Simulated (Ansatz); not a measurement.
With DFT-PBEsol in the program Ansatz with PAW potentials, TaAlB in the orthorhombic phase (Cmcm; Al on 4c, B on 4c, Ta on 4c) relaxes to a = 3.305 Å, b = 14.551 Å, c = 3.085 Å. Its formation energy from the elements is -0.54 eV/atom, with no fitted shifts.

Electronic character: metallic (no gap).

The bulk modulus is 198 GPa.

The start of the workflow was typed in or built on a structure type; neither database checked (COD, Materials Project) lists it. Its standing as an ambient phase is unchecked. The PBEsol relaxation kept the symmetry of its start; its stability against distortions is not shown here. No spin polarisation was allowed. The references are the lowest solids computed at this level, not always the standard phases. Spin–orbit coupling is left out wherever it is not named.

Potentials: the earlier of the program's two PAW sets. The files were generated under PBE; for other functionals the program regenerates the frozen cores, and for LDA and PBEsol the local potential too.
